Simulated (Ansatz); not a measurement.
In2Ag in space group I4/mcm (No. 140; In on 8h, Ag on 4a) under volume change, DFT-r²SCAN in the program Ansatz with PAW potentials, shape and atoms relaxed at each volume.

| V (Å³/atom) | E − E(relaxed) (meV/atom) | P (GPa) |
|---|---|---|
| 20.397 | 43.2 | 7.62 |
| 21.069 | 17.8 | 4.56 |
| 21.741 | (withheld) | (withheld) |
| 22.414 | 0.0 | 0.00 |
| 23.086 | 3.6 | -1.67 |
| 23.759 | 13.5 | -3.01 |
| 24.431 | (withheld) | (withheld) |

Q: Complete the blanks.

A: 
- 21.741, E − E(relaxed) (meV/atom): 4.2
- 21.741, P (GPa): 2.05
- 24.431, E − E(relaxed) (meV/atom): 28.5
- 24.431, P (GPa): -4.08

Q: What does a third-order Birch–Murnaghan fit give for V₀, B₀ and B′?

A: V₀ = 22.41 Å³/atom, B₀ = 61.3 GPa, B′ = 5.9.

The workflow started from an entry of the Crystallography Open Database (COD). Its standing as an ambient phase is unchecked. The r²SCAN relaxation kept the symmetry of its start; whether a distortion lowers the energy is not shown. The run is not spin-polarised.

Potentials: the later of the program's two PAW sets.
